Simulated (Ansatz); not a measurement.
# Is this LiPdCl3 structure stable?

The cell was found from a structure generator's guess, not taken from experiment.

Level of theory: DFT PBE, scalar-relativistic, plane waves, PAW in Ansatz. The final run on the 5-atom cell used 420 eV, a Γ-centred 8×8×8 mesh, 0.10 eV smearing and collinear spin.

```
CELL_PARAMETERS angstrom
4.89947 0.00000 0.00000
0.00000 4.89947 0.00000
0.00000 0.00000 4.89947
ATOMIC_POSITIONS crystal
Li 0.50000 0.50000 0.50000
Pd 0.00000 0.00000 0.00000
Cl 0.50000 0.00000 0.00000
Cl 0.00000 0.50000 0.00000
Cl 0.00000 0.00000 0.50000
```

Energies over the elements count from the elements' standard structures at the same level (Cl₂ as a molecule), with no fitted energy shifts.

Task: These tests were run: energy against the elements; phonons at Γ. What do they show?

Result:

```tsv
test	result
energy against the elements	−0.81 eV/atom
phonons at Γ	imaginary modes down to 189i cm⁻¹
```

It fails one test: phonons at Γ. So it isn't even a local minimum.

The run for the phonons used an 8×8×8 k mesh and Fermi–Dirac smearing of 0.15 eV.
